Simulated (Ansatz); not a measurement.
Bi₂Se₃ (Bi2Te3 type, space group R-3m)

```yaml
crystal:
  lattice:
    - [2.07220, 1.19638, 9.48183]
    - [-2.07220, 1.19638, 9.48183]
    - [0.00000, -2.39277, 9.48183]
  atoms:
    - { symbol: Bi, position: [0.40088, 0.40088, 0.40088] }
    - { symbol: Bi, position: [0.59912, 0.59912, 0.59912] }
    - { symbol: Se, position: [0.00000, 0.00000, 0.00000] }
    - { symbol: Se, position: [0.21052, 0.21052, 0.21052] }
    - { symbol: Se, position: [0.78948, 0.78948, 0.78948] }
```

The relaxed cell is deformed in two ways at once: its volume V is scaled, and at that volume it is stretched along z (the c axis of the conventional cell) so that c/a changes. Fractional atomic positions are held.

Level of theory: PBE-D3(BJ) (plane waves to 420 eV, PAW, scalar-relativistic; Ansatz, a first-principles code). k mesh 9×9×9 (Γ-centred), Fermi-Dirac smearing 0.05 eV. Stress and pressure are positive under compression. As the atoms are clamped, bonds stretch with the cell, which overstates energies and stresses. Bi2Se3 was relaxed with its symmetry unable to fall. Spin-orbit coupling is left out, though Bi is heavy. The PAW data are Ansatz's earlier set.

At one point of the scan the stress tensor (GPa) is:

```
  -0.82     0.00     0.00
   0.00    -0.82     0.00
   0.00     0.00    -0.81
```

**Question.** Which point is it?
A. V/V₀ = 1.000, (c/a)/(c/a)₀ = 0.920
B. V/V₀ = 1.027, (c/a)/(c/a)₀ = 1.080
C. V/V₀ = 1.013, (c/a)/(c/a)₀ = 1.000
D. V/V₀ = 1.040, (c/a)/(c/a)₀ = 0.973

**Answer.** C, V/V₀ = 1.013, (c/a)/(c/a)₀ = 1.000

(Under strain, the slope of the energy per volume gives the stress and its curvature an elastic modulus.)
